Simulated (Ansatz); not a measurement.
This run works on a generated trial structure, not on a known crystal.

Input and command of a plane-wave DFT calculation in Ansatz:

```yaml
crystal:
  lattice:
    - [3.3741746379, 0.0, 0.0]
    - [0.0, 6.6172777915, 0.0]
    - [0.0, 0.0, 9.7036036612]
  atoms:
    - { symbol: Li, position: [0.0, 0.833483282, 0.4118364717] }
    - { symbol: Li, position: [0.0, 0.166516718, 0.9118364717] }
    - { symbol: P, position: [0.5, 0.1367857032, 0.2345849433] }
    - { symbol: P, position: [0.5, 0.8632142968, 0.7345849433] }
    - { symbol: S, position: [0.5, 0.6859364906, 0.5726321875] }
    - { symbol: S, position: [0.5, 0.1582633035, 0.7136002845] }
    - { symbol: S, position: [0.0, 0.2210891357, 0.3718760632] }
    - { symbol: S, position: [0.5, 0.3140635094, 0.0726321875] }
    - { symbol: S, position: [0.0, 0.7789108643, 0.8718760632] }
    - { symbol: S, position: [0.5, 0.8417366965, 0.2136002845] }
basis:
  ecutwfc: 420
kpoints:
  mp_grid: { grid: [10, 6, 4] }
hamiltonian:
  xc: pbe
scf:
  occupations: { method: gaussian, width: 0.02 }
output:
  forces: true
  stress: true
  eigenvalues: true
relax:
  adjacent_minimum: "off"
  f_tol: 0.01
  max_steps: 30
  cell: { stress_tol: 0.1, fix: [volume] }
```

```bash
ansatz run input.yaml --threads 1 --pin off --max-ram 2560MiB --backend cpu --events-out ev --progress --plain --runs-dir out
```

Processor: Arm Neoverse V2, 1 thread, on a host shared with other jobs.

Q: Estimate time, memory and problem size.

A: About 4.8 min, peak memory 0.68 GiB. It solves 36 bands at 72 k points (after reduction by symmetry) with about 4255 plane waves, in 33 SCF iterations over 6 ionic steps.
